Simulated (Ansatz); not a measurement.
# Relaxing a structure of Nb

The start is a relaxed Nb cell displaced along its unstable phonon at q = Γ (51i cm⁻¹), largest move 0.15 Å. The cell and all atomic positions are relaxed at zero pressure with PBEsol (plane waves to 420 eV, PAW, scalar-relativistic; Ansatz, a first-principles code). First-step values are on the input's coarse k-mesh.

Ansatz input (later rounds restart from its end on a renewed k-mesh):
Ansatz 0.2 input:
```yaml
crystal:
  lattice:
    - [4.697765274, 0, 0]
    - [0, 8.2526998909, 0]
    - [0, 0, 2.7363502161]
  atoms:
    - { symbol: Nb, position: [0.5, 0.499762166, 0.0134002159] }
    - { symbol: Nb, position: [0, -0.000237834, 0.9865997841] }
    - { symbol: Nb, position: [0, 0.6711671013, 0.6979832573] }
    - { symbol: Nb, position: [0.5, 0.1711671013, 0.3020167427] }
    - { symbol: Nb, position: [0.5, 0.8290711247, 0.4116494777] }
    - { symbol: Nb, position: [0, 0.3290711247, 0.5883505223] }
basis: { ecutwfc: 420, ecutrho_ratio: 4, xc_grid: 2, fft_grid_basis: typed }
kpoints: { mp_grid: { grid: [7, 4, 12] } }
hamiltonian:
  xc: pbesol
  dispersion: none
  pseudopotentials: { azcp: { folder: ./paw }, kind: paw }
scf: { occupations: { method: fermi_dirac, width: 0.05 } }
relax: { f_tol: 0.01, max_steps: 100, cell: { stress_tol: 0.02 } }
output: { forces: true, stress: true }
```

By how much does the energy per atom fall from start to end?

0.01 eV/atom.

How do the shortest distances between atoms change?

The closest pairs of elements (up to four, under 3.6 Å), start → end: Nb–Nb 2.74 → 2.75 Å.

What band gap does the relaxed structure have at this level?

No gap (metallic).

Give the final cell and atomic positions.


Space group Pnnm (No. 58); a = 2.7472 Å, b = 8.2226 Å, c = 4.6851 Å, α = β = γ = 90.00°

| atom | site | symmetry | x | y | z |
|---|---|---|---|---|---|
| Nb | 4g | ..m | 0.2812 | 0.1659 | 0.0000 |
| Nb | 2b | ..2/m | 0.0000 | 0.0000 | 0.5000 |

Final values are on a 17×6×10 k-mesh of the relaxed cell. No spin polarisation in the result.

The run could not lose the symmetry of its start, so the end can be a saddle point.

The relaxed structure here is a generated cell of Nb: the first start was made by placing the elements on the sites of a structure type, and the end was not matched to a known phase here, so it may be hypothetical. Known forms of Nb include space group No. 229.
